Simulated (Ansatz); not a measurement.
LiCl:
```yaml
crystal:
  lattice:
    - [3.79880, 0.00000, 0.00000]
    - [-1.89940, 3.28986, 0.00000]
    - [0.00000, 0.00000, 6.04132]
  atoms:
    - { symbol: Li, position: [0.66667, 0.33333, 0.87878] }
    - { symbol: Li, position: [0.33333, 0.66667, 0.37878] }
    - { symbol: Cl, position: [0.66667, 0.33333, 0.49622] }
    - { symbol: Cl, position: [0.33333, 0.66667, 0.99622] }
```

x, y and z are the axes in which the lattice vectors are written.

### Question
Give the high-frequency dielectric tensor and the Born effective charge tensors of the independent atoms from DFPT, plane-wave PAW LDA (Ansatz code).

### Answer

ε∞:
```
2.62  0.00  0.00
0.00  2.62  0.00
0.00  0.00  2.66
```
Z* of atom 1 (Li), rows: field, columns: displacement, in e:
```
0.99  0.00  0.00
0.00  0.99  0.00
0.00  0.00  1.01
```
Z* of atom 3 (Cl), rows: field, columns: displacement, in e:
```
-0.99   0.00   0.00
 0.00  -0.99   0.00
 0.00   0.00  -1.01
```

Space group P6_3mc (wurtzite). The workflow started from a Materials Project entry (that database holds measured and hypothetical structures alike); the Crystallography Open Database copy checked does not list it. It is not the phase usual at ambient conditions (space group No. 225). The cell was relaxed with LDA under the symmetry of its start; whether a distortion lowers the energy is not shown.

Potentials: the later of the program's two PAW sets.
